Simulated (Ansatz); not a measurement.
Input:

Li3VS4:
```cif
data_Li3S4V
_chemical_formula_sum 'Li3 V1 S4'
_space_group_name_H-M_alt 'P 1'
_space_group_IT_number 1
_cell_length_a 5.74456
_cell_length_b 5.74456
_cell_length_c 5.74456
_cell_angle_alpha 90.000
_cell_angle_beta 90.000
_cell_angle_gamma 90.000
loop_
_space_group_symop_operation_xyz
  'x, y, z'
loop_
_atom_site_label
_atom_site_type_symbol
_atom_site_fract_x
_atom_site_fract_y
_atom_site_fract_z
_atom_site_occupancy
Li1 Li 0.00000 0.00000 0.50000 1
Li2 Li 0.50000 0.00000 0.00000 1
Li3 Li 0.00000 0.50000 0.00000 1
V1 V 0.00000 0.00000 0.00000 1
S1 S 0.21393 0.21393 0.21393 1
S2 S 0.21393 0.78607 0.78607 1
S3 S 0.78607 0.78607 0.21393 1
S4 S 0.78607 0.21393 0.78607 1
```

This is the LDA-relaxed structure.

Task: All from LDA in the plane-wave PAW code Ansatz, unless another level is named. Estimate the hole effective mass.

Result: 1.2, 1.2, 4.4 mₑ (principal values).

Task: Give the electron effective mass, band 2 of 2 at the edge.

Result: 1.7 along [100], 1.7 along [110], 1.9 along [111] (mₑ).

Task: Give the smallest direct gap on the standard path.

Result: 2.14 eV.

Task: And the formation energy from the elements (no fitted shifts)?

Result: -1.10 eV/atom.

Task: Give the weight of the conduction-edge state by species (Voronoi cells).

Result: V 67 %, S 26 %, Li 7 %.

Task: And the valence-band maximum?

Result: at M.

Space group P-43m. The workflow started from a Materials Project entry (that database holds measured and hypothetical structures alike); the Crystallography Open Database copy checked does not list it. Whether it is the stable phase at ambient conditions was not checked. The cell was relaxed with LDA under the symmetry of its start; phonons on a q-mesh show no instability. No spin polarisation was allowed. The references are the lowest solids computed at this level, not always the standard phases.

Potentials: the later of the program's two PAW sets.
